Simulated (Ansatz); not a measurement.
WN2:
```xyz
6
Lattice="-3.0086 3.0086 4.2558 3.0086 -3.0086 4.2558 3.0086 3.0086 -4.2558" Properties=species:S:1:pos:R:3 pbc="T T T"
W      0.0000     0.0000     4.2558
W      3.0086     0.0000     2.1279
N      0.0000     1.5043     5.3197
N      1.5043     0.0000     3.1918
N      3.0086     1.5043     1.0639
N      1.5043     3.0086    -1.0639
```

DFT-PBEsol in the program Ansatz with PAW potentials gives a gap of 0.71 eV without spin–orbit coupling, maximum at N, minimum at Γ.

What happens when spin–orbit coupling is switched on?

The gap shrinks by 0.05 eV, to 0.66 eV; maximum at N, minimum at Γ.

Space group Fd-3m. The first step of the workflow began from a Materials Project structure, measured or hypothetical; the Crystallography Open Database copy checked does not list it. Whether it is the stable phase at ambient conditions was not checked. The PBEsol relaxation kept the symmetry of its start; whether a distortion lowers the energy is not shown. The run is not spin-polarised. Point labels and valley counts follow the cell and symmetry of the run, lower than the named group.

Potentials: the later of the program's two PAW sets.
